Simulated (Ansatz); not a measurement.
The calculation used DFT PBE, scalar-relativistic, plane waves, PAW (Ansatz). Settings: cutoff 420 eV, Γ-centred meshes spaced at most about 0.3 Å⁻¹, and about 0.25 Å⁻¹ or finer for metals (2π included), Gaussian smearing. No spin polarisation in the final relaxations.

All energies are static (0 K, no zero-point motion).

Two relaxed structures of CdH₆:

1.

```
CELL_PARAMETERS angstrom
5.83840 0.00000 0.00000
0.09946 5.87013 0.00000
0.27517 0.32483 5.94999
ATOMIC_POSITIONS crystal
Cd 0.00600 0.96916 0.05391
H 0.45489 0.54579 0.90982
H 0.53159 0.46622 0.84516
H 0.01334 0.42087 0.59467
H 0.98420 0.50773 0.50271
H 0.46045 0.03156 0.59293
H 0.54953 0.05866 0.50081
```

2.

```
CELL_PARAMETERS angstrom
3.85706 0.00000 0.00000
0.00000 3.85706 0.00000
0.00000 0.00000 6.47337
ATOMIC_POSITIONS crystal
Cd 0.50000 0.50000 0.00000
H 0.00000 0.50000 0.44219
H 0.50000 0.00000 0.44219
H 0.00000 0.50000 0.55781
H 0.50000 0.00000 0.55781
H 0.50000 0.00000 0.00000
H 0.00000 0.50000 0.00000
```

Question: Which form is favoured at zero pressure, and by what margin per atom?

Answer: Cell 1 is lower, by 100 meV/atom. Cell 1 has space group P1 (No. 1), 29.1 Å³/atom and a gap of 3.49 eV on its mesh; cell 2 has space group P4/mmm (No. 123), 13.8 Å³/atom and no gap. Counting H atoms around Cd (those within 1.25 times the shortest such distance or 1.15 times the sum of covalent radii, 1.27 where that leaves under three; a plus sign parts nearer from farther groups; the shortest distance is added where it exceeds 1.18 times the sum of covalent radii), cell 1 has Cd 5+18 from 3.7 Å and cell 2 has Cd 4. Cell 1 and cell 2 both hold H–H pairs as short as in free H₂ molecules. Even the lower one lies +0.09 eV/atom against the reference forms of the elements (uncorrected), a margin that errors in the energy of the gaseous reference can exceed. Both come from invented guesses.

Weakly bound directions are ill-defined at this level, which has no dispersion term (P1, P4/mmm), and this can change margins and order among such cells. Kohn–Sham gaps at this level usually fall short of measured ones. Cd atoms have no neighbour within bonding distance in P1, so such a cell has in effect fallen apart. With hydrogen, zero-point motion can shift such differences by 10 meV/atom or more. Cells relaxed within their symmetry can be saddle points.
